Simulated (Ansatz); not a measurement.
Mo2C (space group Pbcn)

```
CELL_PARAMETERS angstrom
      4.67985     0.00000     0.00000
      0.00000     5.97905     0.00000
      0.00000     0.00000     5.15003
ATOMIC_POSITIONS crystal
  Mo 0.24551 0.87756 0.07966
  Mo 0.75449 0.12244 0.92034
  Mo 0.25449 0.62244 0.57966
  Mo 0.74551 0.37756 0.42034
  Mo 0.74551 0.62244 0.92034
  Mo 0.25449 0.37756 0.07966
  Mo 0.75449 0.87756 0.42034
  Mo 0.24551 0.12244 0.57966
  C  0.50000 0.87729 0.75000
  C  0.50000 0.12271 0.25000
  C  0.00000 0.62271 0.25000
  C  0.00000 0.37729 0.75000
```

The slice is a (001) plane (indices of the conventional cell) through the point (0.000, 0.623, 0.250) (fractional), spanned by u = [100] and v = [010] in vectors of this cell: u (4.68 Å) and v (5.98 Å, at 90° to u). It covers one period; positions are fractions (u, v).

Computed with LDA (plane waves to 420 eV, PAW, scalar-relativistic; Ansatz, a first-principles code). k mesh 8×7×7. Near the nuclei the fields are pseudised (PAW); where an atom keeps semicore shells as valence, they peak there. Mo2C is run without spin polarisation. Mo2C was relaxed with its symmetry unable to fall.

### Question
Predict the map of the electrostatic potential energy of an electron, from the cell's mean on the slice.

### Answer
```
|xxxxx4667899987664xxxx|
|xxxx134567888765431xxx|
|xxx00001357775310000xx|
|xx0000000356530000000x|
|3200000000343000000002|
|4300000000232000000003|
|43000xx000131000xx0003|
|4300000000232000000003|
|6520000000232000000025|
|7642000000xxx000000246|
|886532110xxxxx01123568|
|99875441xxxxxxx1445789|
|9998765xxxxxxxxx567899|
|9998765xxxxxxxxx567899|
|9987664xxxxxxxxx466789|
|88765431xxxxxxx1345678|
|775310000xxxxx00001357|
|6530000000xxx000000035|
|4300000000232000000003|
|3200000000343000000002|
|31000xx000343000xx0001|
|3200000000343000000002|
|3200000002565200000002|
|xx0000002467642000000x|
|xxx01123568886532110xx|
|xxxx144578999875441xxx|
|xxxxx5678999998765xxxx|
|xxxxx5678999998765xxxx|
```
Scale: ten equal steps from 8.00 (start of '0') to 16.59 (end of '9'), in the order '0123456789'. Values: electrostatic potential energy of an electron, from the cell's mean, in eV. The map has 22 points along u (one character each, u = 0 at the left) and 28 along v (v = 0 in the bottom row). Points within 0.9 Å of a nucleus are blanked (x), as the pseudised field means little there. Values under 8 eV are set to 8. The zero, the cell's mean, hangs on the PAW cores.
